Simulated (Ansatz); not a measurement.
## Phonon dispersion of SnCl

These are results of Ansatz, DFT PBE, scalar-relativistic, plane waves, PAW, not measurements. Plane waves to 420 eV; Γ-centred k mesh 12×12×6; Fermi-Dirac smearing of 0.15 eV. No spin polarisation. Phonons by linear response, acoustic sum rule imposed.

Equilibrium structure at this level:
```
CELL_PARAMETERS angstrom
4.33008 0.00000 0.00000
0.00000 4.33008 0.00000
0.00000 0.00000 8.37758
ATOMIC_POSITIONS crystal
Sn 0.50000 0.00000 0.96767
Sn 0.00000 0.50000 0.03233
Cl 0.50000 0.00000 0.68371
Cl 0.00000 0.50000 0.31629
```

It was reached by relaxing an invented guess, and it needn't be the stable form of this composition. In a metal, frequencies and elastic constants depend on the k mesh and the smearing, soft modes and shear constants most. Some empty bands missed the eigensolver's threshold. Spin–orbit coupling is left out, which matters for heavy elements. The q mesh is coarse, so values between its points are rough. No dispersion correction is applied, so modes and constants that involve weak contacts between layers, chains or molecules come out too soft.

Force constants from linear response on a 2×2×1 q mesh.

Path: Γ–X–M–Γ–Z–R–A–Z | X–R | M–A. Only the points of the 2×2×1 mesh were computed; the rest is interpolation, which is rough on so few points. On the mesh no mode is imaginary. Distance along the path (Å⁻¹), then the branches (cm⁻¹, negative for imaginary):
```
0.000  0 0 0 35 35 51 51 75 123 123 338 342
0.181  -8 16 17 37 40 50 54 74 120 121 337 341
0.363  -7 28 29 47 48 53 60 71 111 113 334 337
0.544  14 32 35 45 63 64 65 74 98 102 331 332
0.726  26 26 41 41 66 66 81 81 88 88 330 330
0.907  26 26 43 43 60 60 69 69 106 106 329 329
1.088  26 26 41 41 50 50 65 65 124 124 328 328
1.270  23 23 39 39 48 48 63 63 136 136 327 327
1.451  19 19 43 43 45 45 63 63 140 140 326 326
1.708  -13 26 43 43 45 55 61 63 128 136 327 328
1.964  -27 7 39 40 55 58 67 84 95 128 331 333
2.221  -19 -10 29 36 53 54 54 73 112 124 336 339
2.477  0 0 0 35 35 51 51 75 123 123 338 342
2.571  4 4 12 34 34 52 52 74 123 123 338 343
2.665  8 8 24 31 31 53 53 71 123 123 337 344
2.758  12 12 28 28 32 54 54 68 123 123 336 345
2.852  14 14 26 26 36 55 55 66 123 123 336 345
3.034  23 24 28 29 38 54 56 65 120 121 334 343
3.215  31 33 37 40 45 55 59 64 111 113 332 339
3.396  36 37 43 47 53 58 64 73 98 102 330 333
3.578  41 41 42 42 57 57 81 81 88 88 330 330
3.759  39 39 43 43 54 54 67 67 105 105 329 329
3.940  37 37 39 39 46 46 64 64 123 123 328 328
4.122  26 26 38 38 44 44 66 66 136 136 327 327
4.303  21 21 38 38 43 43 67 67 140 140 326 326
4.560  -10 37 39 40 45 48 65 66 127 136 327 328
4.816  -26 34 36 44 51 57 62 84 95 128 329 334
5.073  -17 29 31 40 42 57 59 64 112 124 333 342
5.329  14 14 26 26 36 55 55 66 123 123 336 345
5.376  27 27 41 41 66 66 81 81 88 88 330 330
5.470  31 31 41 41 64 64 81 81 88 88 330 330
5.564  36 36 41 41 61 61 81 81 88 88 330 330
5.657  41 41 42 42 58 58 81 81 88 88 330 330
5.704  19 19 43 43 45 45 63 63 140 140 326 326
5.798  19 19 43 43 44 44 63 63 140 140 326 326
5.892  20 20 41 41 43 43 65 65 140 140 326 326
5.986  20 20 39 39 43 43 66 66 140 140 326 326
6.079  21 21 38 38 43 43 67 67 140 140 326 326
```
